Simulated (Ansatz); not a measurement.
# CsH: energy along a strain

CsH, Pm-3m, a = 3.818 Å (as given, not relaxed at this level: -1.9 GPa). This isn't the usual stable structure of the compound. Ansatz: LDA, PAW, 420 eV, Γ-centred 8×8×8 mesh on 2 atoms, Gaussian smearing 0.05 eV; no spin polarisation. Cell vectors (Å): 3.818 0.000 0.000; 0.000 3.818 0.000; 0.000 0.000 3.818. The cell is strained by x per cent times the pattern (0 0 1 0 0 0) in the order xx yy zz yz xz xy (engineering shears), with fractional coordinates held. y is the free energy over the start, V0 = 27.837 Å³/atom.

```tsv
x (%)	y (meV/atom)
-6.00	?
-4.50	-8.61
-3.00	-7.31
-1.50	-4.38
0.00	0.00
1.50	5.69
3.00	12.57
4.50	20.56
5.25	24.94
6.00	29.57
```

Q: Fit y = c1 x + c2 x² + c3 x³ to the other rows, get the stiffness along the pattern, and predict the missing energy.

A: Least squares on the rows shown. y = 3.3611 x + 0.29499 x² − 0.0057177 x³. The clamped-ion stiffness p·C·p = 2 × 2.950 eV × 160.2 / 27.837 Å³ = 34 GPa, which is C33 in these axes (C11 of the cubic crystal) (second derivative at the start, which stands under stress). At x = -6.00 the fit asked for gives -8.31 meV/atom. The run gave -8.08 meV/atom, so the fit is 0.23 meV/atom too low, 0.6 % of the span of the series, against an rms of 0.02 meV/atom on the fitted rows. The row lies outside the fitted range. With a term in x⁴ added, a fit to the same known rows predicts -8.10 meV/atom, so most of the miss is curvature that the known rows already hold.